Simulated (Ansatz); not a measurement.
Cu$_{2}$O in space group Pn-3m (No. 224; Cu on 4c, O on 2a), a = b = c = 4.2223 Å, α = β = γ = 90.00°.

Relaxed with PBEsol.

Question: Which orbitals make up the states near the band edges in PBEsol in the plane-wave PAW code Ansatz?

Answer: Top 1 eV of the valence band: Cu 3d 68 %, O 2p 18 %, Cu 4s 12 %. Bottom 1 eV of the conduction band: Cu 3d 39 %, Cu 4s 23 %, O 2s 19 %, O 2p 12 %, outside the projected shells 7 %. Projections are on Löwdin-orthogonalised atomic valence shells; empty p or d shells of many metals are not among them.

Question: Tabulate the density of states.

Answer: States/eV per cell of 6 atoms, in 0.25 eV bins, energy from the valence-band maximum.

| E (eV) | total | Cu 3d | O 2p | Cu 4s |
|---|---|---|---|---|
| -7.85 | 0.00 | 0.00 | 0.00 | 0.00 |
| -7.60 | 8.69 | 2.00 | 5.34 | 1.24 |
| -7.35 | 7.22 | 1.84 | 4.46 | 0.80 |
| -7.10 | 3.74 | 0.97 | 2.38 | 0.31 |
| -6.85 | 3.57 | 0.84 | 2.36 | 0.24 |
| -6.60 | 2.59 | 0.59 | 1.77 | 0.13 |
| -6.35 | 3.37 | 0.75 | 2.37 | 0.13 |
| -6.10 | 6.12 | 1.21 | 4.63 | 0.08 |
| -5.85 | 8.88 | 1.68 | 6.86 | 0.09 |
| -5.60 | 2.58 | 0.45 | 2.03 | 0.03 |
| -5.35 | 1.03 | 0.13 | 0.87 | 0.01 |
| -5.10 | 0.22 | 0.01 | 0.20 | 0.00 |
| -4.85 | 0.07 | 0.02 | 0.03 | 0.02 |
| -4.60 | 0.37 | 0.16 | 0.06 | 0.13 |
| -4.35 | 0.71 | 0.37 | 0.06 | 0.26 |
| -4.10 | 1.06 | 0.61 | 0.04 | 0.39 |
| -3.85 | 1.55 | 0.97 | 0.03 | 0.53 |
| -3.60 | 2.60 | 1.83 | 0.02 | 0.72 |
| -3.35 | 4.97 | 4.03 | 0.01 | 0.89 |
| -3.10 | 9.16 | 8.33 | 0.01 | 0.75 |
| -2.85 | 6.24 | 5.95 | 0.08 | 0.16 |
| -2.60 | 14.39 | 13.78 | 0.23 | 0.26 |
| -2.35 | 24.68 | 24.17 | 0.18 | 0.20 |
| -2.10 | 21.48 | 21.13 | 0.12 | 0.13 |
| -1.85 | 28.59 | 27.86 | 0.41 | 0.18 |
| -1.60 | 14.36 | 12.93 | 0.95 | 0.33 |
| -1.35 | 8.56 | 6.61 | 1.46 | 0.35 |
| -1.10 | 4.17 | 3.00 | 0.57 | 0.49 |
| -0.85 | 2.83 | 1.99 | 0.41 | 0.35 |
| -0.60 | 9.42 | 6.37 | 1.68 | 1.24 |
| -0.35 | 3.86 | 2.55 | 0.85 | 0.40 |
| -0.10 | 0.93 | 0.60 | 0.22 | 0.10 |
| 0.15 | 0.00 | 0.00 | 0.00 | 0.00 |
| 0.40 | 0.00 | 0.00 | 0.00 | 0.00 |
| 0.65 | 0.10 | 0.05 | 0.00 | 0.02 |
| 0.90 | 0.29 | 0.13 | 0.02 | 0.06 |
| 1.15 | 0.45 | 0.18 | 0.05 | 0.10 |
| 1.40 | 0.69 | 0.24 | 0.10 | 0.16 |
| 1.65 | 1.36 | 0.35 | 0.18 | 0.40 |
| 1.90 | 3.16 | 0.68 | 0.41 | 1.06 |
| 2.15 | 3.08 | 0.55 | 0.42 | 0.97 |
| 2.40 | 2.37 | 0.37 | 0.34 | 0.68 |
| 2.65 | 3.50 | 0.52 | 0.57 | 0.93 |
| 2.90 | 2.98 | 0.36 | 0.47 | 0.66 |
| 3.15 | 2.32 | 0.25 | 0.36 | 0.41 |
| 3.40 | 1.96 | 0.19 | 0.30 | 0.35 |
| 3.65 | 1.67 | 0.17 | 0.30 | 0.40 |
| 3.90 | 1.60 | 0.15 | 0.26 | 0.50 |
| 4.15 | 1.78 | 0.11 | 0.19 | 0.56 |
| 4.40 | 1.25 | 0.06 | 0.11 | 0.37 |
| 4.65 | 0.83 | 0.03 | 0.06 | 0.23 |
| 4.90 | 1.73 | 0.11 | 0.24 | 0.73 |
| 5.15 | 1.87 | 0.09 | 0.20 | 0.69 |
| 5.40 | 1.53 | 0.05 | 0.13 | 0.50 |

The PBEsol relaxation kept the symmetry of its start. No spin polarisation was allowed. No Hubbard U is applied.

Potentials: the earlier of the program's two PAW sets. The files were generated under PBE; for other functionals the program regenerates the frozen cores, and for LDA and PBEsol the local potential too.
